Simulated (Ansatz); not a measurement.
A geometry of Ni away from equilibrium: step 2 of the relaxation of a relaxed Ni cell, doubled along one cell vector, shaken by Gaussian noise of σ = 0.08 Å a coordinate. The numbers are results of PBE (plane waves to 420 eV, PAW, scalar-relativistic; Ansatz, a quantum-chemistry and plane-wave program), not measurements. Γ-centred k-mesh 16×8×16 on the run's cell (coarser than for final values), Fermi–Dirac smearing 0.05 eV.

```
Ni
1.0
    0.00087     1.75773     1.76052
    3.52028     0.00392     3.51886
    1.76059     1.75709     0.00151
Ni
2
Cartesian
 -0.00462   0.02925  -0.02239
  1.79208   0.11859   1.70994
```
Spin-polarised start, with parallel moments on Ni.

### Question
Predict the force on each atom, in eV/Å.

### Answer
| atom | Fx | Fy | Fz |
|---|---|---|---|
| Ni1 | -0.10 | 0.40 | -0.26 |
| Ni2 | 0.10 | -0.40 | 0.26 |

### Question
What is the pressure?

### Answer
+0.6 GPa, compression positive.

Spin state reached: ferromagnetic (net 0.63 μB/atom), from parallel starting moments; other spin orders were not run from this start.

The run could not lose the symmetry of its start.
